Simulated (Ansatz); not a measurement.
ZrSi:
```yaml
crystal:
  lattice:
    - [1.85280, -4.90944, 0.00000]
    - [1.85280, 4.90944, 0.00000]
    - [0.00000, 0.00000, 3.71782]
  atoms:
    - { symbol: Si, position: [0.57863, 0.42137, 0.75000] }
    - { symbol: Si, position: [0.42137, 0.57863, 0.25000] }
    - { symbol: Zr, position: [0.85466, 0.14534, 0.75000] }
    - { symbol: Zr, position: [0.14534, 0.85466, 0.25000] }
```

This is the LDA-relaxed structure.

Q: All from LDA (plane waves, PAW; program Ansatz), unless another level is named. Estimate the electronic character.

A: metallic (no gap).

Q: Predict the formation energy from the elements (no fitted shifts).

A: -1.02 eV/atom.

Q: What about the density of states at the Fermi level?

A: 0.25 states/eV per atom (mean over ±0.08 eV).

Space group Cmcm. A made-up cell: these elements were put on the sites of a structure type; the Crystallography Open Database files this formula in space group No. 63, but the cells were not matched. Whether it is the stable phase at ambient conditions was not checked. Symmetry was held in the LDA relaxation; of distortions, only those at the zone centre were tested. No spin polarisation was allowed. The volume moved by -25 % from the start of the relaxation. The references are the lowest solids computed at this level, not always the standard phases. Spin–orbit coupling is left out wherever it is not named.

Potentials: the later of the program's two PAW sets.
